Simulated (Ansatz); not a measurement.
Values for one crystal, relaxed and computed with DFT-r²SCAN in the program Ansatz with PAW potentials; other levels are named.

```yaml
volume_per_atom: 18.55 Å³
band_gap: 4.53 eV (smallest direct gap 4.55 eV)
conduction_band_minimum: at Y (k = 0.500, 0.500, 0.000 in fractions of the reciprocal vectors)
hole_effective_mass: 2.3 along x, 1.6 along z (mₑ)
valence_band_maximum: at Γ
electron_effective_mass: 0.51, 0.56, 1.2 mₑ (principal values)
Bulk modulus (Birch–Murnaghan fit): 21.2 GPa
```

**Question.** Which compound is it?
(A) Ga2O3, Cmcm (Ga on 4c, Ga on 4a, O on 8f, O on 4c)
(B) YSiNO2, P4/mmm (Y on 1b, Si on 1c, N on 1d, O on 2f)
(C) CsHO, Cmc2_1 (Cs on 4a, H on 4a, O on 4a)
(D) TiO2, rutile

**Answer.** C, CsHO, Cmc2_1 (Cs on 4a, H on 4a, O on 4a)

The workflow started from a Materials Project entry (that database holds measured and hypothetical structures alike); the Crystallography Open Database copy checked does not list it. Whether it is the stable phase at ambient conditions was not checked. Symmetry was held in the r²SCAN relaxation; its stability against distortions is not shown here. Scalar-relativistic: spin–orbit coupling is off unless named, which matters more the heavier the elements.

Potentials: the later of the program's two PAW sets.
